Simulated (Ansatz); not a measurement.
# MgI$_{2}$ (P-3m1), elastic constants by finite strains: input and output

Computed with PBEsol, PAW on Ansatz 0.2.0's default frozen-core files (fitted under PBE), scalar-relativistic; not a measurement.

Cell and atoms were relaxed beforehand by PAW with this functional.

Command:

```sh
ansatz run input.yaml --threads 2 --pin off --max-ram 5120MiB --backend cpu --events-out ev --progress --plain --runs-dir out
```

input.yaml:

```yaml
crystal:
  lattice:
    - [4.13003511713, 0.0, 0.0]
    - [-2.06501755857, 3.57671532996, 0.0]
    - [0.0, 0.0, 7.02195281284]
  atoms:
    - { symbol: Mg, position: [0.0, 0.0, 0.0] }
    - { symbol: I, position: [0.333333333333, 0.666666666667, 0.237677437717] }
    - { symbol: I, position: [0.666666666667, 0.333333333333, 0.762322562283] }
kpoints:
  mp_grid: { grid: [6, 6, 4] }
scf:
  occupations: { method: fixed }
hamiltonian:
  xc: pbesol
  pseudopotentials: { kind: paw }
elastic:
  mode: relaxed_ion
  stencil: two_point
  amplitude: 0.008
```

Output (shortened where marked):

```
Warning: RAYON_NUM_THREADS=2 ignored (pool sized by the plan → 2); use --threads N
Engine: ansatz 0.2.0, x86_64-unknown-linux-gnu
Pseudopotentials: kind: paw
Pseudopotential: Mg, paw, valence charge 10, recommended cutoff 420 eV (normal), Mg.paw.azcp
Pseudopotential: I, paw, valence charge 17, recommended cutoff 420 eV (normal), I.paw.azcp
Functional definition: PBEsol
  exchange = pbesol_x
  correlation = pbesol_c
Crystal: 3 atoms, lattice volume = 103.728 Å³
Basis set: ecut = 420 eV, 2027 PW (Γ), exchange–correlation on 60×60×96 points (8 copies of the dense FFT grid, shifted against one another)
Bands: 27, of which v1, the nominal top of the filled ones, is band 22 counted from 1 (21 counted from 0)
Symmetry: 12 space group operations
Space group: P-3m1 (ITA 164), of the structure as read, at distance tolerance 4.7e-5 Å
k-points: 24 of 144
Non-local potential: Mg, projectors of the file, l = 0: 3, l = 1: 2, l = 2: 1
Non-local potential: I, projectors of the file, l = 0: 2, l = 1: 2, l = 2: 2, l = 3: 2
PAW form: soft (Blöchl's): semilocal exchange-correlation on the pseudo side does not see the compensation charge
PAW frozen core: Mg, regenerated for the run's functional, and the local potential with it (the file was generated under x = pbe(κ = 0.804, μ = 0.2195149727645171), c = pbe(β = 0.06672455060314922))
PAW frozen core: I, regenerated for the run's functional, and the local potential with it (the file was generated under x = pbe(κ = 0.804, μ = 0.2195149727645171), c = pbe(β = 0.06672455060314922))
PAW one-centre angular grid: Mg, 110 points (default); XC on 64 Gauss nodes
PAW one-centre angular grid: I, 590 points (default); XC on 64 Gauss nodes
Initial density: superposition of atomic densities (neutral atoms: chi_scale 0, normalization atom), corrected by the library's trained network
Initial wavefunctions: pseudopotential atomic-orbital guess
Functional: x = pbesol(κ = 0.804, μ = 0.12345679012345678), c = pbesol(β = 0.046)
SCF iter   1: F=—  HF=-16779.829121 eV  |F-HF|=—  |Δ(HF+E_count)|=         —  Δρ=1.96e-3  dr2=3.14e-3  ethr=1.77e-3  ⟨swp⟩=5.1  Hψ=2481  notcnv=0  defer=64
preconditioner: auto → Resta (q_TF=auto, 2.365 Å⁻¹)  ε∞=3.1  [insulator: Δε(μ)=3.530 eV  Ē_g=10.164 eV  n_scr=22 (ndim 8)  ℏωp=14.6 eV  f_vac=0.117  ε∞_Penn≈3.1]
SCF iter   2: F=—  HF=-16779.827083 eV  |F-HF|=—  |Δ(HF+E_count)|=   2.04e-3  Δρ=1.17e-3  dr2=1.42e-3  ethr=7.13e-6  ⟨swp⟩=2.4  Hψ=1150  notcnv=0  defer=71
SCF iter   3: F=—  HF=-16779.827320 eV  |F-HF|=—  |Δ(HF+E_count)|=   2.37e-4  Δρ=6.09e-4  dr2=6.05e-4  ethr=3.24e-6  ⟨swp⟩=2.7  Hψ=1225  notcnv=0  defer=69
SCF iter   4: F=—  HF=-16779.827005 eV  |F-HF|=—  |Δ(HF+E_count)|=   3.15e-4  Δρ=2.47e-4  dr2=9.12e-5  ethr=1.38e-6  ⟨swp⟩=3.0  Hψ=1161  notcnv=0  defer=69
SCF iter   5: F=—  HF=-16779.826960 eV  |F-HF|=—  |Δ(HF+E_count)|=   4.41e-5  Δρ=3.63e-5  dr2=1.83e-6  ethr=2.07e-7  ⟨swp⟩=2.0  Hψ=1128  notcnv=0  defer=67
SCF iter   6: F=—  HF=-16779.826961 eV  |F-HF|=—  |Δ(HF+E_count)|=   8.91e-7  Δρ=7.75e-6  dr2=7.66e-8  ethr=4.16e-9  ⟨swp⟩=2.0  Hψ=1129  notcnv=0  defer=66
[... 128 lines left out ...]
SCF iter   7: F=-16779.826908 eV  HF=-16779.826908 eV  |F-HF|=3.64e-12  |Δ(HF+E_count)|=  3.64e-12  Δρ=8.22e-9  dr2=3.10e-14  ethr=1.00e-12  ⟨swp⟩=4.0  Hψ=3946  notcnv=0
SCF 31 converged in 7 iterations: F = -16779.826908 eV  dr2 = 3.10e-14
SCF converged after 10 iterations
Free energy (F): -16779.826962 eV
Harris-Foulkes:  -16779.826962 eV  (|F-HF|=7.28e-12)
Internal energy: -16779.826962 eV  (E = F + TS)
E sigma→0 (E₀):  -16779.826962 eV
Fermi energy:    4.632760 eV
--- Per-component energies (eV) ---
  E_band       = -1131.803546
  E_kinetic    = 454.755279
  E_local      = -5936.456818  (includes V_loc(G=0)·N_el)
  E_nonlocal   = -81.065358
  E_hartree    = 2794.102030
  E_xc         = -283.004123
  E_vxc        = -294.065279  (∫ρ·V_xc dr)
  E_paw        = -9755.619853  (= ΣΔE_a)
  E_vpaw       = -863.175433  (= ΣTr[D̂ρ^β])
  E_aug_tail   = 0.000001  (compensation charges beyond the density's cutoff)
  E_ewald      = -3973.421266
  E_core_change = 0.883146  (= ΣΔE_core)
  E_smearing   = -0.000000  (= −TS)
  E_closure    = 0.000000  (closes the sum)
  Σ components = -16779.826962   (vs F -16779.826962, Δ=0.00e0)
--- Forces (eV/Å), atoms counted from 1 ---
  atom   1  Mg     0.00000000     0.00000000     0.00000000
  atom   2  I     -0.00000000     0.00000000    -0.00000027
  atom   3  I      0.00000000    -0.00000000     0.00000027
  max |Σ_I F_I| component: 2.31e-18 eV/Å
--- Stress (GPa, compression-positive) ---
        0.011845       0.000000       0.000000
       -0.000000       0.011845      -0.000000
        0.000000       0.000000       0.002578
  P = ⅓ Tr σ = 0.0088 GPa (0.088 kbar)
--- Elastic constants: 3 strain directions × 2 members + reference (group order 12) ---
  dense FFT box of the reference and of every strained cell: 30×30×48
  strains applied: 11, 33, 23; error gains: componentwise 1.00 (the most a stress slope's error grows in a printed constant), spectral 1.41 (1 for all six strains in a standard setting)
  reference relaxed by the batch: 3 steps; max|allowed force component| 1.64e-3 eV/Å at the deck's positions, 3.54e-7 at the last accepted step, 2.70e-7 by the solve of record
  largest displacement 3.2e-4 Å; the constants are those of the deck's cell at these positions:
  atoms:
    - { symbol: Mg, position: [-1.3271019269659007e-36, -1.6826978165687656e-36, 0.0] }
    - { symbol: I, position: [0.3333333333333334, 0.6666666666666669, 0.23763166781766187] }
    - { symbol: I, position: [0.6666666666666667, 0.33333333333333337, 0.762368332182338] }
  C = ∂σ_k/∂η_j (tension-positive GPa; Voigt order 11 22 33 23 13 12):
        44.457     12.210      2.615     -0.497      0.000     -0.000
        12.210     44.457      2.615      0.497     -0.000      0.000
         2.594      2.594      8.978      0.000     -0.000      0.000
        -0.498      0.498      0.000      2.601     -0.000     -0.000
         0.000     -0.000     -0.000     -0.000      2.601     -0.498
         0.000     -0.000     -0.000     -0.000     -0.497     16.123
  reference stress σ⁰ (GPa):     -0.012     -0.012     -0.003      0.000     -0.000      0.000
  C* (energy form; C + prestress term) asymmetry max|C*_kj − C*_jk| = 1.154e-2 GPa — a small one proves nothing (zero by symmetry where the batch's group is 432, −43m or m−3m); a large one is finite-difference/SCF noise where ...
  moduli (Voigt/Reuss/Hill, GPa): K = 14.75/7.71/11.23   G = 9.63/4.64/7.14   E = 17.67   ν = 0.238
  mechanically stable: yes (min eigenvalue of sym C = 2.58 GPa)
  strain η (Voigt 11):  stress-route row diagonal C_11 = 44.46 GPa, energy-path curvature d²(F+E_count+ΔE)/dδ²/Ω₀ = 44.45 GPa
         δ    σ_11 (GPa)             F (eV)   n_scf  n_hpsi   n_pw
    -8.000e-3      -0.3793      -16779.8259553       7   18510   2040   relax 5 steps, max|allowed force component| 1.05e-6 eV/Å
     8.000e-3       0.3320      -16779.8261260       7   18265   2058   relax 3 steps, max|allowed force component| 5.81e-6 eV/Å
  strain η (Voigt 33):  stress-route row diagonal C_33 = 8.98 GPa, energy-path curvature d²(F+E_count+ΔE)/dδ²/Ω₀ = 8.91 GPa
         δ    σ_33 (GPa)             F (eV)   n_scf  n_hpsi   n_pw
    -8.000e-3      -0.0823      -16779.8267484       6    8826   2034   relax 3 steps, max|allowed force component| 9.66e-6 eV/Å
     8.000e-3       0.0614      -16779.8267987       6    8789   2064   relax 3 steps, max|allowed force component| 1.63e-5 eV/Å
  strain η (Voigt 23):  stress-route row diagonal C_44 = 2.60 GPa, energy-path curvature d²(F+E_count+ΔE)/dδ²/Ω₀ = 2.59 GPa
         δ    σ_23 (GPa)             F (eV)   n_scf  n_hpsi   n_pw
    -8.000e-3      -0.0217      -16779.8269047       6   17425   2048   relax 4 steps, max|allowed force component| 1.05e-5 eV/Å
     8.000e-3       0.0199      -16779.8269080       7   18433   2048   relax 3 steps, max|allowed force component| 1.09e-5 eV/Å
```

The run converged.

Elastic moduli:

Elastic constants of a crystal by Kohn-Sham DFT: slopes of the stress over finite engineering strains of the given cell, Voigt indices, Cartesian axes as in the input; Hill averages of a grain aggregate, Debye temperature from the mean sound speed over directions.

* Bulk modulus: 11.23 GPa
* Shear modulus: 7.136 GPa
* Young modulus: 17.67 GPa
* Poisson ratio: 0.2378
* Bulk over shear modulus: 1.574
* Elastic anisotropy index: 6.284
* Least young modulus: 7.189 GPa
* Largest young modulus: 40.72 GPa
* Longitudinal sound speed: 2159 m/s
* Transverse sound speed: 1266 m/s
* Elastic debye temperature: 109.2 K
* Linear compressibility (x, y, z): 12.87, 12.87, 103.9 1/TPa

**Strained cells**

Stress of each strained cell less that at rest, tension positive.

| strain component | strain | stress xx (GPa) | stress yy (GPa) | stress zz (GPa) | stress yz (GPa) | stress xz (GPa) | stress xy (GPa) | relaxation steps |
| --- | --- | --- | --- | --- | --- | --- | --- | --- |
| xx | -0.008 | -0.3675 | -0.099 | -0.0215 | 0.0044 | 0 | 0 | 5 |
| xx | 0.008 | 0.3438 | 0.0964 | 0.02 | -0.0036 | 0 | 0 | 3 |
| zz | -0.008 | -0.0236 | -0.0236 | -0.0797 | 0 | 0 | 0 | 3 |
| zz | 0.008 | 0.0183 | 0.0183 | 0.064 | 0 | 0 | 0 | 3 |
| yz | -0.008 | 0.0035 | -0.0043 | -0.0019 | -0.0217 | 0 | 0 | 4 |
| yz | 0.008 | -0.0044 | 0.0037 | -0.0018 | 0.0199 | 0 | 0 | 3 |

**Elastic constants**

| Item | Value |
| --- | --- |
| Pressure at rest | 0.009 GPa |
| Least elastic eigenvalue | 2.58 GPa |
| Elastically stable | yes |

```tsv
index	elastic (GPa)
11	44.46
12	12.21
13	2.6
14	-0.5
33	8.98
44	2.6
```

Known limits: frozen-core PAW files fitted under PBE, their cores solved anew for the functional of the run; no dispersion correction, so the spacing and stiffness between layers or molecules are poor.

Time and hardware: 45 s on 2 threads of Intel(R) Xeon(R) Platinum 8488C (Sapphire Rapids), on a shared host, peak memory 0.51 GiB.
